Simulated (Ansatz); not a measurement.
Relaxation of a generated cell, CeO2 placed in the rutile structure type; 6 atoms in the cell, which starts as P4₂/mnm (No. 136), tP6; a = b = 5.383 Å, c = 3.467 Å, α = β = γ = 90.00°. The numbers are results of r2SCAN (plane waves to 500 eV, PAW, scalar-relativistic; Ansatz, a first-principles code), not measurements. Γ-centred k-mesh 5×5×7 on the run's cell (coarser than for final values), Fermi–Dirac smearing 0.05 eV. This is the first round of the run. Spin-polarised start, with parallel moments on Ce.

The optimiser's lines from the output (shortened; P is positive under compression):

```
relax step   1: F+E_penalty+E_count = -15464.50644823 eV  Δ(F+E_penalty+E_count) = +0.000e0 eV  max|allowed force component| = 4.077e-1 eV/Å  Δτ_max = 0.0000 Å  P = -5.363 GPa  Ω = 100.462 Å³  (17 SCF iters, dr2 threshold 1.00e-7 eV, accepted)
relax step   2: F+E_penalty+E_count = -15464.86914978 eV  Δ(F+E_penalty+E_count) = -3.627e-1 eV  max|allowed force component| = 1.898e-1 eV/Å  Δτ_max = 0.0846 Å  P = -0.000 GPa  Ω = 94.861 Å³  (12 SCF iters, dr2 threshold 6.00e-7 eV, accepted)
relax step   3: F+E_penalty+E_count = -15464.87933562 eV  Δ(F+E_penalty+E_count) = -1.019e-2 eV  max|allowed force component| = 6.601e-2 eV/Å  Δτ_max = 0.0175 Å  P = +0.222 GPa  Ω = 94.768 Å³  (7 SCF iters, dr2 threshold 6.00e-7 eV, accepted)
relax step   4: F+E_penalty+E_count = -15464.88324549 eV  Δ(F+E_penalty+E_count) = -3.910e-3 eV  max|allowed force component| = 1.845e-2 eV/Å  Δτ_max = 0.0078 Å  P = -0.146 GPa  Ω = 94.748 Å³  (8 SCF iters, dr2 threshold 6.00e-7 eV, accepted)
relax step   5: F+E_penalty+E_count = -15464.88400771 eV  Δ(F+E_penalty+E_count) = -7.622e-4 eV  max|allowed force component| = 8.898e-4 eV/Å  Δτ_max = 0.0038 Å  P = +0.124 GPa  Ω = 94.456 Å³  (9 SCF iters, dr2 threshold 2.03e-7 eV, accepted)
relax step   6: F+E_penalty+E_count = -15464.88401060 eV  Δ(F+E_penalty+E_count) = -2.888e-6 eV  max|allowed force component| = 6.297e-5 eV/Å  Δτ_max = 0.0002 Å  P = +0.000 GPa  Ω = 94.519 Å³  (8 SCF iters, dr2 threshold 1.02e-7 eV, accepted)
relax step   7: F+E_penalty+E_count = -15464.88070743 eV  Δ(F+E_penalty+E_count) = +3.303e-3 eV  max|allowed force component| = 2.320e-4 eV/Å  Δτ_max = 0.0000 Å  P = +0.005 GPa  Ω = 94.519 Å³  stress off target by 5.68e-3 GPa  SCF on the basis re-selected at this cell (its energy is not comparable with the rows above)  (9 SCF iters)
```

From the first to the last row the energy changes by -0.06 eV/atom and the volume by -5.9 %. The last row is marked as not comparable with the walk above it, whose basis was carried along; it does compare with step 1, since both stand on a basis selected at the nominal cutoff for their own cell.

Later rounds, restarted from the end of this one on a renewed k-mesh, logged 4 more steps and released under 0.01 eV/atom more. The final structure after all rounds: P4₂/mnm (No. 136), tP6, rutile type; a = b = 5.107 Å, c = 3.624 Å, α = β = γ = 90.00°. Between re-selections the logged energies stand on a plane-wave basis carried along with the cell. No spin polarisation in the result: the starting moments vanished. The d or f electrons are treated with no Hubbard U. The 4f state was not searched, so a lower electronic state may exist.

The run could not lose the symmetry of its start.

The first start was generated by placing the elements on the sites of a structure type. Materials Project lists a structure of CeO2 in the same space group, P4₂/mnm (No. 136); the sites were not compared with it, nor with measured phases. Known forms of CeO2 include space group No. 225.
